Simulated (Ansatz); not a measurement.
NbAs:
Space group I4₁md (No. 109); a = 3.417 Å, b = 3.417 Å, c = 11.531 Å, α = 90.00°, β = 90.00°, γ = 90.00°

```
atom  site  symmetry       x       y       z
----  ----  --------  ------  ------  ------
Nb      4a      2mm.  0.0000  0.0000  0.7493
As      4a      2mm.  0.0000  0.0000  0.1677
```
(The calculation used a cell of 4 atoms; values per cell refer to that cell.)

Relaxed at zero pressure with the program Ansatz at the LDA level (PAW).

The volume is lowered by 3 % and shape and atoms relax at that volume. What pressure results, and how do the axes share the change?

6.0 GPa; a -0.8 %, b -0.8 %, c -1.4 %; the energy rises by 9 meV/atom.

Give the new structure.


Space group I4₁md (No. 109); a = 3.390 Å, b = 3.390 Å, c = 11.367 Å, α = 90.00°, β = 90.00°, γ = 90.00°

| atom | site | symmetry | x | y | z |
|---|---|---|---|---|---|
| Nb | 4a | 2mm. | 0.0000 | 0.0000 | 0.7490 |
| As | 4a | 2mm. | 0.0000 | 0.0000 | 0.1680 |

The phase is kept; no other phase was compared at this pressure.

Space group I4_1md. The LDA relaxation kept the symmetry of its start. No spin polarisation was allowed.

Potentials: the earlier of the program's two PAW sets.
